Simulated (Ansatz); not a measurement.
Notes on MnI$_{2}$

```
CELL_PARAMETERS angstrom
4.15769 0.00000 0.00000
-2.07884 3.60066 0.00000
0.00000 0.00000 6.81620
ATOMIC_POSITIONS crystal
Mn 0.00000 0.00000 0.00000
I 0.33333 0.66667 0.25000
I 0.66667 0.33333 0.75000
```

Method: r2SCAN, no spin polarisation; PAW, plane waves to 500 eV, 9×9×5 Γ-centred mesh, fermi-dirac occupations (width 0.1 eV) (Ansatz 0.2.0), atoms fixed.

Task: Is the cell too large or too small?

Result: The pressure is -7.2 GPa (compression positive), so with the atoms held at these fractions the cell would first shrink; the forces are large, so a full relaxation may end otherwise.

Task: Give the Bader charges.

Result: Bader charges in e: Mn +0.91, I -0.46. In the mean Mn gives up most and I takes most.

Task: Metal or insulator?

Result: It is a metal, with about 7.9 states/eV a cell as the mean within 0.25 eV of the Fermi level, mostly Mn d (93 %).

Task: What do density and ELF say about some of the short contacts?

Result: Mn–I at 2.94 Å: least valence density 0.19 e/Å³ and ELF 0.10 there. These are pseudo-fields; inside the PAW spheres they differ from the all-electron ones.

Task: Where is the largest force?

Result: The largest is on I2 (and as large on other atoms): 1.55 eV/Å, components (0.00, 0.00, -1.55). It makes 55° with the line to a nearest neighbour, Mn1 at 2.94 Å.

Task: Is it stable against the elements?

Result: 0.42 eV an atom against the elements' usual phases (free molecules for gases, crystals otherwise, with no correction for O₂ or N₂), so at this geometry it isn't bound against them. Relaxing would lower it.

Origin: a database entry at a rescaled volume. Caveats: no spin polarisation, so a magnetic state may lie lower; the Fermi level lies in a narrow band between gaps, which spin or distortion may split; atoms or cell far from equilibrium.
